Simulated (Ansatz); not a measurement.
Relaxed-ion elastic tensor of MgIn2S4 (spinel, Fd-3m) in GPa (Voigt order), DFT-LDA in the program Ansatz with PAW potentials; density 4.19 g/cm³, 21.64 Å³ per atom.

|  | 1 | 2 | 3 | 4 | 5 | 6 |
|---|---|---|---|---|---|---|
| 1 | 93.1 | 65.6 | 65.6 | 0.0 | 0.0 | 0.0 |
| 2 | 65.6 | 93.1 | 65.6 | 0.0 | 0.0 | 0.0 |
| 3 | 65.6 | 65.6 | 93.1 | 0.0 | 0.0 | 0.0 |
| 4 | 0.0 | 0.0 | 0.0 | 38.6 | 0.0 | 0.0 |
| 5 | 0.0 | 0.0 | 0.0 | 0.0 | 38.6 | 0.0 |
| 6 | 0.0 | 0.0 | 0.0 | 0.0 | 0.0 | 38.6 |

Question: Is the crystal mechanically stable?

Answer: Yes: the smallest eigenvalue of C is 27.5 GPa.

Question: Work out the Voigt, Reuss and Hill averages.

Answer: K_V = 74.8, K_R = 74.8, K_H = 74.8; G_V = 28.7, G_R = 22.4, G_H = 25.5 GPa.

Question: Give Young's modulus, Poisson's ratio, Pugh's ratio and the universal anisotropy index.

Answer: E = 9KG/(3K + G) = 68.8 GPa; ν = 0.35; K/G = 2.93 (ductile by the Pugh limit of 1.75); A_U = 5G_V/G_R + K_V/K_R − 6 = 1.39.

Question: Estimate the sound speeds and the Debye temperature.

Answer: v_l = √((K + 4G/3)/ρ) = 5100 m/s, v_t = √(G/ρ) = 2470 m/s, mean 2770 m/s; Θ = (h/k)(3n/4πV)^(1/3) v_m = 296 K.

Question: Give the Zener ratio and Young's modulus along [100], [110] and [111].

Answer: A = 2C44/(C11 − C12) = 2.81; 1/E = S11 − 2(S11 − S12 − S44/2)Γ with Γ = 0, 1/4, 1/3 gives 38.9, 71.3, 98.8 GPa.

Question: Solve the Christoffel equation for the three sound speeds along [100], [110], [111].

Answer: Eigenvalues of C_ijkl n_j n_l equal ρv². In km/s, slowest first: [100] 3.03, 3.03, 4.72; [110] 1.81, 3.03, 5.31; [111] 2.29, 2.29, 5.49.

The first step of the workflow began from a Materials Project structure, measured or hypothetical; the Crystallography Open Database files this formula in space group No. 227, but the cells were not matched. Its standing as an ambient phase is unchecked. The LDA relaxation kept the symmetry of its start; of distortions, only those at the zone centre were tested.

Potentials: the later of the program's two PAW sets.
